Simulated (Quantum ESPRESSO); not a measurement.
# Ta3Ir2VLiCu: input and log of a self-consistent run

A calculation, not a measurement. The program is pw.x of Quantum ESPRESSO 7.5 (plane-wave density functional theory). The cell is made up: eight metal atoms on a face-centred cubic lattice, with elements, volume, strain and displacements drawn at random and not relaxed, so it may be unstable or far from any real phase. PseudoDojo standard norm-conserving files set the functional (PBE unless stated); there is no spin polarisation or spin-orbit coupling, the Fermi-Dirac width of 0.25 eV means electrons at about 2900 K, and the masses in the input are unused placeholders. The copper pseudopotential is less sure than most, with forces differing by about three percent and pressure by about two GPa from a second method on plain copper. Heavy elements are run without spin-orbit coupling, which real alloys of them have. A spin test at this wide smearing found no moment, but such smearing suppresses magnetism that the real alloy may have.

Input:

```
&control calculation='scf', pseudo_dir='./dojo.nc.sr.pbe.v0_5.standard.upf', outdir='./o', disk_io='medium', tprnfor=.true., tstress=.true. /
&system ibrav=0, nat=8, ntyp=5, nbnd=70, ecutwfc=92.02030273, nosym=.true., tot_charge=0,
 occupations='smearing', smearing='fd', degauss=0.0183746611
/
&electrons conv_thr=1.470e-08, electron_maxstep=70, mixing_beta=0.5 /
ATOMIC_SPECIES
Cu 1.0 Cu.upf
Ir 1.0 Ir.upf
Li 1.0 Li.upf
Ta 1.0 Ta.upf
V 1.0 V.upf
CELL_PARAMETERS angstrom
0.0 0.0 -4.0188
4.0188 0.0 0.0
0.0 -8.0376 0.0
ATOMIC_POSITIONS angstrom
Ta 0.025 0.0746 -0.0216
Ir 0.1173 -4.1231 -0.012
Ta 2.0238 -2.0806 -0.1269
Ir 1.933 -5.9768 0.0656
V -0.1266 -1.9535 -2.0202
Ta 0.0582 -6.2378 -1.9587
Li 1.8579 -0.1522 -2.1118
Cu 2.0113 -4.0291 -2.2025
K_POINTS automatic
6 6 3 1 1 1
```

The log is shortened where brackets say so; the opening notice, blank lines, dates and the lines on written files are dropped, and the path of the files is cut. It prints rydbergs, bohrs and kilobars, and counts compression as positive stress. Its total energy is the free energy E - TS of the whole cell.

```
     Program PWSCF v.7.5
     Parallel version (MPI & OpenMP), running on       1 processor cores
     Number of MPI processes:                 1
     Threads/MPI process:                     1
     [start-up lines left out]
     bravais-lattice index     =            0
     lattice parameter (alat)  =       7.5944  a.u.
     unit-cell volume          =     876.0235 (a.u.)^3
     number of atoms/cell      =            8
     number of atomic types    =            5
     number of electrons       =       108.00
     number of Kohn-Sham states=           70
     kinetic-energy cutoff     =      92.0203  Ry
     charge density cutoff     =     368.0812  Ry
     scf convergence threshold =      1.5E-08
     mixing beta               =       0.5000
     number of iterations used =            8  plain     mixing
     Exchange-correlation= PBE
                           (   1   4   3   4   0   0   0)
     [axes and pseudopotential details left out]
   Cartesian axes
     site n.     atom                  positions (alat units)
         1        Ta     tau(   1) = (   0.0062208   0.0185628  -0.0053747  )
         2        Ir     tau(   2) = (   0.0291878  -1.0259530  -0.0029860  )
         3        Ta     tau(   3) = (   0.5035832  -0.5177167  -0.0315766  )
         4        Ir     tau(   4) = (   0.4809894  -1.4872101   0.0163233  )
         5        V      tau(   5) = (  -0.0315019  -0.4860904  -0.5026874  )
         6        Ta     tau(   6) = (   0.0144819  -1.5521549  -0.4873843  )
         7        Li     tau(   7) = (   0.4623022  -0.0378720  -0.5254802  )
         8        Cu     tau(   8) = (   0.5004728  -1.0025630  -0.5480492  )
     number of k points=    54  Fermi-Dirac smearing, width (Ry)=  0.0184
                       cart. coord. in units 2pi/alat
        k(    1) = (   0.0833333  -0.0833333  -0.0833333), wk =   0.0370370
        k(    2) = (   0.0833333   0.2500000  -0.0833333), wk =   0.0370370
     [further k points left out]
     Dense  grid:   104473 G-vectors     FFT dimensions: (  48,  48,  96)
     Estimated max dynamical RAM per process >     201.36 MB
     Initial potential from superposition of free atoms
     starting charge     107.9910, renormalised to     108.0000
     Starting wfcs are   72 randomized atomic wfcs
     total cpu time spent up to now is       39.0 secs
     per-process dynamical memory:   110.9 Mb
     Self-consistent Calculation
     iteration #  1     ecut=    92.02 Ry     beta= 0.50
     Davidson diagonalization with overlap
     ethr =  1.00E-02,  avg # of iterations =  4.0
     total cpu time spent up to now is      148.3 secs
     total energy              =   -1368.32856715 Ry
     estimated scf accuracy    <      34.51542044 Ry
     iteration #  2     ecut=    92.02 Ry     beta= 0.50
     Davidson diagonalization with overlap
     ethr =  1.00E-02,  avg # of iterations =  3.6
     total cpu time spent up to now is      271.4 secs
     total energy              =   -1379.86969719 Ry
     estimated scf accuracy    <     197.11448704 Ry
     iteration #  3     ecut=    92.02 Ry     beta= 0.50
     Davidson diagonalization with overlap
     ethr =  1.00E-02,  avg # of iterations =  5.8
     total cpu time spent up to now is      410.3 secs
     total energy              =   -1391.27350842 Ry
     estimated scf accuracy    <      37.42431017 Ry
     iteration #  4     ecut=    92.02 Ry     beta= 0.50
     Davidson diagonalization with overlap
     ethr =  1.00E-02,  avg # of iterations =  2.6
     total cpu time spent up to now is      499.1 secs
     total energy              =   -1393.53107764 Ry
     estimated scf accuracy    <      13.77358959 Ry
     iteration #  5     ecut=    92.02 Ry     beta= 0.50
     Davidson diagonalization with overlap
     ethr =  1.00E-02,  avg # of iterations =  1.0
     total cpu time spent up to now is      581.8 secs
     total energy              =   -1393.39544194 Ry
     estimated scf accuracy    <       9.24078861 Ry
     [iterations 6 to 19 left out]
     iteration # 20     ecut=    92.02 Ry     beta= 0.50
     Davidson diagonalization with overlap
     ethr =  2.59E-08,  avg # of iterations =  2.0
     total cpu time spent up to now is     2095.1 secs
     total energy              =   -1392.46428858 Ry
     estimated scf accuracy    <       0.00000281 Ry
     iteration # 21     ecut=    92.02 Ry     beta= 0.50
     Davidson diagonalization with overlap
     ethr =  2.60E-09,  avg # of iterations =  2.0
     total cpu time spent up to now is     2188.0 secs
     total energy              =   -1392.46428906 Ry
     estimated scf accuracy    <       0.00000030 Ry
     iteration # 22     ecut=    92.02 Ry     beta= 0.50
     Davidson diagonalization with overlap
     ethr =  2.78E-10,  avg # of iterations =  3.0
     total cpu time spent up to now is     2263.2 secs
     total energy              =   -1392.46428910 Ry
     estimated scf accuracy    <       0.00000002 Ry
     iteration # 23     ecut=    92.02 Ry     beta= 0.50
     Davidson diagonalization with overlap
     ethr =  2.06E-11,  avg # of iterations =  3.3
     total cpu time spent up to now is     2339.0 secs
     total energy              =   -1392.46428910 Ry
     estimated scf accuracy    <       0.00000002 Ry
     iteration # 24     ecut=    92.02 Ry     beta= 0.50
     Davidson diagonalization with overlap
     ethr =  1.93E-11,  avg # of iterations =  1.3
     total cpu time spent up to now is     2402.1 secs
     End of self-consistent calculation
     [lines on levels left out]
!    total energy              =   -1392.46428910 Ry
     estimated scf accuracy    <          4.3E-10 Ry
     smearing contrib. (-TS)   =      -0.11147907 Ry
     internal energy E=F+TS    =   -1392.35281003 Ry
     The total energy is F=E-TS. E is the sum of the following terms:
     one-electron contribution =    -604.77870851 Ry
     hartree contribution      =     349.88344551 Ry
     xc contribution           =    -248.71742444 Ry
     ewald contribution        =    -888.74012259 Ry
     convergence has been achieved in  24 iterations
     Forces acting on atoms (cartesian axes, Ry/au):
     atom    1 type  4   force =    -0.02831404   -0.08932813    0.00975827
     atom    2 type  2   force =    -0.04093339    0.03918633   -0.01773671
     atom    3 type  4   force =    -0.02121223   -0.05717531    0.02395255
     atom    4 type  2   force =     0.03195848   -0.06153211   -0.01294588
     atom    5 type  5   force =     0.03716491   -0.01092432   -0.02199251
     atom    6 type  4   force =    -0.02497150    0.16334672   -0.02247765
     atom    7 type  3   force =     0.03697427    0.01842552    0.00846960
     atom    8 type  1   force =     0.00933348   -0.00199869    0.03297233
     Total force =     0.233285     Total SCF correction =     0.000086
     Computing stress (Cartesian axis) and pressure
          total   stress  (Ry/bohr**3)                   (kbar)     P=      -67.10
  -0.00067683  -0.00012671   0.00002849          -99.57      -18.64        4.19
  -0.00012671  -0.00029596  -0.00002613          -18.64      -43.54       -3.84
   0.00002849  -0.00002613  -0.00039567            4.19       -3.84      -58.21
     init_run     :     34.60s CPU     38.81s WALL (       1 calls)
     electrons    :   2251.68s CPU   2363.06s WALL (       1 calls)
     forces       :     15.41s CPU     15.64s WALL (       1 calls)
     stress       :     64.56s CPU     66.33s WALL (       1 calls)
     [timing details left out]
     PWSCF        :  39m26.78s CPU  41m27.72s WALL
     JOB DONE.
```

In other units: free energy -18945.442 eV for the cell, pressure -6.71 GPa, largest force component 4.200 eV/Å in size. The run took 2489 s of wall time with one process on a shared machine (AMD EPYC, Zen 5, virtual cores), so the time is rough. A rerun of this cell at a higher cutoff and on a denser mesh moved values by no more than 0.004 eV in energy, 0.03 GPa in stress and 0.009 eV/Å in force, and a second program with other atomic files agreed on that cell to 2 % rms in force and 0.5 GPa in pressure.